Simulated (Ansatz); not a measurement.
InSn2Sb:
```
InSn2Sb
1.0
    2.34239     1.35238     7.55156
   -2.34239     1.35238     7.55156
    0.00000    -2.70476     7.55156
In Sb Sn
1 1 2
Direct
  0.00800   0.00800   0.00800
  0.87921   0.87921   0.87921
  0.49411   0.49411   0.49411
  0.36864   0.36864   0.36864
```

Relaxed with r²SCAN.

**Question.** Map the valence electron density (e/Å³), cut off at 1 on the plane through (0.008, 0.008, 0.008) spanned by u = [1, 0, 0] and v = [-1, 1, 1] in lattice vectors, from the program Ansatz at the r²SCAN level (PAW).

**Answer.** x is the fraction of u, y of v (the angle between them is 55°; rows are the nearest grid lines); atoms in the plane: In at (0.00, 0.00), Sb at (0.74, 0.87), Sn at (0.97, 0.49), Sn at (0.72, 0.36).
```
|9999942100000000000012234544332222499999|
|9999994210000000000012359999997433235999|
|9999994210000000000012359999999953323499|
|2345543211000000000001136999999998432222|
|1011111100000000000000012489999999742111|
|0000000000000000000000000123589999642110|
|0000000000000000000000000011245666532110|
|0000000000000000000000000000112233322110|
|1000000000000000000000000000011223332211|
|2100000000000000000000000000011235787532|
|4211000000000000000000000000011249999994|
|9973100000000000000011121111112249999999|
|9999421000000000000012457864322234999999|
|9999942100000000000012599999996433359999|
|9999842110000000000012499999999743334799|
|2333321110000000000001239999999995322222|
|1111100000000000000000012499999999421111|
|0000000000000000000000000113469985421100|
|0000000000000000000000000011234454322100|
|1000000000000000000000000000012233332211|
|2110000000000000000000000000001123455532|
|9942100000000000000000000000001124999999|
|9995210000000000000001111111111124999999|
|9999942100000000000012234544332222499999|
```
Scale: ten equal steps from 0.008 (start of '0') to 1.00 (end of '9'), in the order '0123456789'; x runs from 0.000 to 1.00, y from 0.000 (bottom) to 1.00 (top).

The density is the valence pseudo-density with augmentation charge, so density and ELF within about 1 Å of a nucleus are not all-electron values.

Space group R3m. The start of the workflow was typed in or built on a structure type; neither database checked (COD, Materials Project) lists it. Whether it is the stable phase at ambient conditions was not checked. Symmetry was held in the r²SCAN relaxation; whether a distortion lowers the energy is not shown. The volume moved by 33 % from the start of the relaxation. Spin–orbit coupling is left out wherever it is not named.

Potentials: the earlier of the program's two PAW sets.
